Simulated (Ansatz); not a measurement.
CdI2:
```
CELL_PARAMETERS angstrom
      4.16416     0.00000     0.00000
     -2.08208     3.60627     0.00000
      0.00000     0.00000    19.99525
ATOMIC_POSITIONS crystal
  Cd 0.66667 0.33333 0.33275
  Cd 0.33333 0.66667 0.66725
  Cd 0.00000 0.00000 0.00000
  I  0.33333 0.66667 0.08458
  I  0.66667 0.33333 0.91542
  I  0.33333 0.66667 0.41728
  I  0.66667 0.33333 0.58272
  I  0.00000 0.00000 0.24818
  I  0.00000 0.00000 0.75182
```

Relaxed with LDA.

### Question
Map the electron localisation function on the plane through (0.667, 0.333, 0.333) spanned by u = [0, 0, 1] and v = [1, -1, 0] in lattice vectors, from plane-wave PAW LDA (Ansatz code).

### Answer
x is the fraction of u, y of v (the angle between them is 90°; rows are the nearest grid lines); atoms in the plane: Cd at (0.00, 0.00), Cd at (0.33, 0.67), Cd at (0.67, 0.33), I at (0.75, 0.67), I at (0.58, 0.00), I at (0.08, 0.67), I at (0.25, 0.00), I at (0.92, 0.33), I at (0.42, 0.33).
```
y \ x   0.000  0.100  0.175  0.275  0.375  0.450  0.550  0.625  0.725  0.825  0.900   1.00
------  -----  -----  -----  -----  -----  -----  -----  -----  -----  -----  -----  -----
1.00    0.922  0.036  0.712  0.315  0.015  0.014  0.543  0.585  0.014  0.005  0.039  0.922
0.917   0.509  0.199  0.507  0.588  0.040  0.023  0.667  0.637  0.142  0.017  0.050  0.509
0.833   0.148  0.730  0.069  0.682  0.121  0.033  0.745  0.586  0.691  0.185  0.047  0.148
0.778   0.158  0.639  0.056  0.232  0.167  0.032  0.418  0.192  0.627  0.479  0.037  0.158
0.694   0.305  0.212  0.240  0.152  0.352  0.022  0.017  0.017  0.401  0.721  0.018  0.305
0.611   0.251  0.360  0.190  0.142  0.297  0.053  0.019  0.024  0.506  0.668  0.055  0.251
0.528   0.090  0.677  0.048  0.115  0.187  0.643  0.030  0.092  0.703  0.171  0.678  0.090
0.472   0.090  0.689  0.019  0.077  0.631  0.730  0.031  0.136  0.430  0.051  0.676  0.090
0.389   0.248  0.061  0.007  0.026  0.621  0.608  0.022  0.279  0.145  0.163  0.359  0.248
0.306   0.302  0.019  0.005  0.019  0.599  0.540  0.020  0.327  0.161  0.235  0.210  0.302
0.222   0.158  0.038  0.034  0.370  0.680  0.687  0.326  0.149  0.129  0.077  0.640  0.158
0.167   0.148  0.047  0.161  0.695  0.563  0.732  0.729  0.422  0.099  0.029  0.733  0.148
0.0833  0.509  0.048  0.565  0.578  0.071  0.126  0.664  0.653  0.039  0.009  0.211  0.509
0.000   0.922  0.036  0.712  0.315  0.015  0.014  0.543  0.585  0.014  0.005  0.039  0.922
```

The density is the valence pseudo-density with augmentation charge, so density and ELF within about 1 Å of a nucleus are not all-electron values.

Space group P-3m1. The workflow started from a Materials Project entry (that database holds measured and hypothetical structures alike); the Crystallography Open Database files this formula in space group No. 164, but the cells were not matched. Its standing as an ambient phase is unchecked. The cell was relaxed with LDA under the symmetry of its start; whether a distortion lowers the energy is not shown. A crystal of weakly bound layers computed without a dispersion correction: the cell and the soft elastic constants depend strongly on that. Spin–orbit coupling is left out wherever it is not named.

Potentials: the later of the program's two PAW sets.
